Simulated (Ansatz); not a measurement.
Lu

```
Lu
1.0
     3.50990    0.00000    0.00000
    -1.75495    3.03966    0.00000
     0.00000    0.00000    5.56660
Lu
2
Direct
  0.33333 0.66667 0.25000
  0.66667 0.33333 0.75000
```

Atoms are numbered in the order listed.

The geometry is COD entry 1538083, unchecked; take it as a test cell.

Spin–orbit coupling is left out, though it moves levels of the heavy atoms by tenths of an eV or more.

Level of theory: Ansatz 0.2.0, DFT, PBEsol, all-electron LAPW, scalar-relativistic.

The runs use a Γ-centred 13×13×8 k mesh, Fermi–Dirac smearing of 0.03 eV, basis error target 0.5 meV/atom, no spin polarisation.

```json
{
 "Pressure at this cell": "-3.38 GPa",
 "Band gap": "none: bands cross the Fermi level, a metal",
 "Volume per atom": "200.4 bohr³"
}
```

**Question.** Predict this quantity. Density of states at the Fermi level (0.2 eV bin).

**Answer.** 3.92 states/eV per cell.

**Question.** Give the computed value. Stress xx, yy, zz (compression positive).

**Answer.** -2.98, -2.98, -4.18 GPa.
